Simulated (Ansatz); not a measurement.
Y$_{2}$Ti$_{2}$S$_{2}$O$_{5}$:
```
Y2Ti2S2O5
1.0
   -1.88476     1.88476    11.48375
    1.88476    -1.88476    11.48375
    1.88476     1.88476   -11.48375
Y Ti S O
2 2 2 5
Direct
  0.66609   0.66609   0.00000
  0.33391   0.33391   0.00000
  0.92171   0.92171   0.00000
  0.07829   0.07829   0.00000
  0.79532   0.79532   0.00000
  0.20468   0.20468   0.00000
  0.00000   0.00000   0.00000
  0.90088   0.40088   0.50000
  0.09912   0.59912   0.50000
  0.40088   0.90088   0.50000
  0.59912   0.09912   0.50000
```

Relaxed with r²SCAN. Special points in fractions of this cell's reciprocal vectors: Γ (0.000, 0.000, 0.000); X (0.000, 0.000, 0.500); P (0.250, 0.250, 0.250); N (0.000, 0.500, 0.000); M (0.500, 0.500, -0.500); S (0.257, 0.743, -0.257); S0 (-0.257, 0.257, 0.257); R (-0.013, 0.013, 0.500); G (0.500, 0.500, -0.013).

List the band energies nearest the valence-band maximum at these points for plane-wave PAW r²SCAN (Ansatz code).

In eV from the valence-band maximum; about four levels below and three above (degenerate sets whole), none deeper than 8.9 eV; points with the same levels are listed once.

```tsv
k	below	above
Γ	-1.28 -1.28 -0.24 0.00 0.00	1.14 1.17 2.42 2.42
X	-1.60 -1.60 -1.28 -1.25	2.03 2.03 2.81
P	-1.60 -1.60 -1.26 -1.26	2.03 2.03 2.82
N	-1.40 -1.39 -0.94 -0.79	1.99 2.47 2.54
M	-1.27 -1.27 -0.33 0.00 0.00	1.14 1.17 2.42 2.42
S	-1.41 -1.38 -0.89 -0.85	1.99 2.47 2.54
R	-1.61 -1.60 -1.27 -1.26	2.02 2.03 2.81
```

Space group I4/mmm. The workflow started from a Materials Project entry (that database holds measured and hypothetical structures alike); the Crystallography Open Database copy checked does not list it. Whether it is the stable phase at ambient conditions was not checked. Symmetry was held in the r²SCAN relaxation; its stability against distortions is not shown here. The run is not spin-polarised. Spin–orbit coupling is left out wherever it is not named.

Potentials: the later of the program's two PAW sets.
